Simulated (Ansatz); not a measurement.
HgPd (L1₀ or tetragonal B2, P4/mmm), a = b = 3.044 Å, c = 3.772 Å, α = β = γ = 90.00°.

Relaxed with r²SCAN.

### Question
Tabulate the valence density and the electron localisation function along the shortest Hg–Pd contact (2.86 Å), plane-wave PAW r²SCAN (Ansatz code).

### Answer


| distance from Hg (Å) | density (e/Å³) | ELF |
|---|---|---|
| 0.29 | 13.38 | 0.64 |
| 0.43 | 9.87 | 0.56 |
| 0.57 | 6.45 | 0.51 |
| 0.72 | 3.63 | 0.47 |
| 0.86 | 1.70 | 0.41 |
| 1.00 | 0.78 | 0.33 |
| 1.14 | 0.45 | 0.26 |
| 1.29 | 0.30 | 0.21 |
| 1.43 | 0.26 | 0.18 |
| 1.57 | 0.28 | 0.17 |
| 1.72 | 0.39 | 0.20 |
| 1.86 | 0.67 | 0.29 |
| 2.00 | 1.40 | 0.42 |
| 2.15 | 3.27 | 0.52 |
| 2.29 | 6.48 | 0.55 |
| 2.43 | 9.91 | 0.49 |
| 2.58 | 12.31 | 0.37 |

The density is the valence pseudo-density with augmentation charge, so density and ELF within about 1 Å of a nucleus are not all-electron values.

The workflow started from an entry of the Crystallography Open Database (COD). Whether it is the stable phase at ambient conditions was not checked. The r²SCAN relaxation kept the symmetry of its start; whether a distortion lowers the energy is not shown. No spin polarisation was allowed. Axis ratios of metals converge slowly with the k-mesh, so a and c are less sure than the volume. Spin–orbit coupling is left out wherever it is not named.

Potentials: the later of the program's two PAW sets.
